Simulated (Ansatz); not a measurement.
CsPbCl3 (cubic perovskite, Pm-3m) at seven volumes, DFT-PBE in the program Ansatz with PAW potentials, scaled uniformly. One row is withheld.

| V (Å³/atom) | P (GPa) |
|---|---|
| 34.296 | ? |
| 35.426 | 1.56 |
| 36.557 | 0.72 |
| 37.688 | 0.00 |
| 38.818 | -0.60 |
| 39.949 | -1.11 |
| 41.079 | -1.53 |

**Question.** Fit the shown pressures and predict the withheld one.

**Answer.** P = (3/2)B₀(x^(7/2) − x^(5/2))[1 + (3/4)(B′ − 4)(x − 1)] with x = (V₀/V)^(2/3). Least squares on the six rows gives V₀ = 37.690 Å³/atom, B₀ = 21.8 GPa, B′ = 4.71. At V = 34.296, x = 1.0649 and P = 2.57 GPa. The run itself gave 2.56 GPa.

This is a known high-temperature phase of the composition, computed here at zero pressure and temperature. The PBE relaxation kept the symmetry of its start; phonons on a q-mesh show weakly imaginary modes. Scalar-relativistic: spin–orbit coupling is off unless named, which matters more the heavier the elements.

Potentials: the later of the program's two PAW sets.
